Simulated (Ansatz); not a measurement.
# MgCu3Te2Br2O6, one structure, two calculations

Cell: a computed structure from the Materials Project (it need not be an observed phase), atoms as given.

Space group C2 (No. 5); a = 10.0797, b = 6.6600, c = 8.7103 Å, β = 110.99°.

```
site  Wyckoff  site symmetry       x       y       z
  Mg       2b              2  0.5000  0.7277  0.5000
 Cu2       4c              1  0.1519  0.9838  0.3487
 Cu3       2b              2  0.5000  0.1788  0.5000
  Te       4c              1  0.3352  0.9960  0.7532
  Br       4c              1  0.2449  0.9248  0.1369
  O9       4c              1  0.8509  0.0043  0.4116
 O10       4c              1  0.4003  0.7783  0.6568
 O11       4c              1  0.5794  0.1980  0.3384
```

One atom of each set is listed; the run and its k-mesh use a cell of 14 atoms with edges of 6.04, 6.04, 8.71 Å.

First run. Method: Kohn–Sham DFT in Ansatz, PBE, plane waves and PAW, scalar-relativistic, 420 eV cutoff, Γ-centred 6×6×4 k-points, Fermi–Dirac smearing 0.05 eV.

| site | V_zz (10²¹ V/m²) | η |
| --- | --- | --- |
| Mg | -2.71 | 0.23 |
| Cu2 | -1.19 | 0.49 |
| Cu3 | 5.29 | 0.60 |
| Te | -41.1 | 0.17 |
| Br | 19.99 | 0.46 |
| O9 | 10.63 | 0.29 |
| O10 | 10.31 | 0.66 |
| O11 | 10.59 | 0.85 |

Second run. The same atoms and settings, except that the functional is r2SCAN and the cutoff is 500 eV.

Task: Given the first result, estimate the second.

Result: 

```csv
site,V_zz,η,change of V_zz
Mg,-2.78,0.20,-0.07
Cu2,-0.94,0.47,+0.25
Cu3,-6.65,0.96,–
Te,-43.4,0.16,-2.33
Br,18.35,0.44,-1.64
O9,11.07,0.27,+0.44
O10,10.55,0.62,+0.24
O11,11.01,0.78,+0.42
```

The largest change of V_zz along a kept axis is on Te, from -41.1 to -43.4. In per cent, |V_zz| changes by +3 on Mg, +6 on Te, -8 on Br, +2 to +4 on O (all sites that start above 2, bar those whose gradient vanishes or changes sign or whose main axis turns by over 40°). On Cu3 the largest principal value lies along another axis in the second run, so the two V_zz can't be compared directly.

The run finds no gap above 0.1 eV (a metal, or nearly one), so the gradients can move by 10 % or more with the k-mesh. Without spin–orbit coupling the gradients at and beside Te can be off by some per cent, at some sites by more. Semilocal functionals can leave a metal where correlation in the d or f shell opens a gap in the real compound, and that would change the values at and beside Cu.
For the second run: The largest force is 0.9 eV/Å, so the atoms aren't at the calculated equilibrium and relaxing them would move these values.
